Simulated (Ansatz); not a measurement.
**How much do the gradients of SiO2 depend on the method?**

Cell: an entry of the Crystallography Open Database (COD), its atoms then relaxed with PBE in this cell.

Space group P4_2/mnm (No. 136); a = 4.1667, c = 2.6645 Å.

```csv
site,Wyckoff,site symmetry,x,y,z
Si,2a,m.mm,0.0000,0.0000,0.0000
O,4f,m.2m,0.3053,0.3053,0.0000
```

One atom of each set is listed.

First run. The numbers come from a DFT calculation in Ansatz (PBE, plane waves and PAW, scalar-relativistic, 420 eV cutoff, Γ-centred 7×7×11 k-points, Fermi–Dirac smearing 0.02 eV).

```json
{"site": "Si", "V_zz (10²¹ V/m²)": "1.56", "η": "0.62"}
{"site": "O", "V_zz (10²¹ V/m²)": "-11.10", "η": "0.17"}
```

Second run. The same atoms and settings, except that the functional is r2SCAN and the cutoff is 500 eV.

Problem. Given the first result, estimate the second.

Solution. 

```csv
site,V_zz,η,change of V_zz
Si,1.56,0.62,0.00
O,-11.19,0.17,-0.09
```

The largest change of V_zz is on O, from -11.10 to -11.19. In per cent, |V_zz| changes by 0 on Si, +1 on O (all sites that start above 0.5).

For the first run: At this cell the PBE pressure is 13 GPa, so with PBE the cell would grow if it were relaxed. The entry's cell may itself be off.
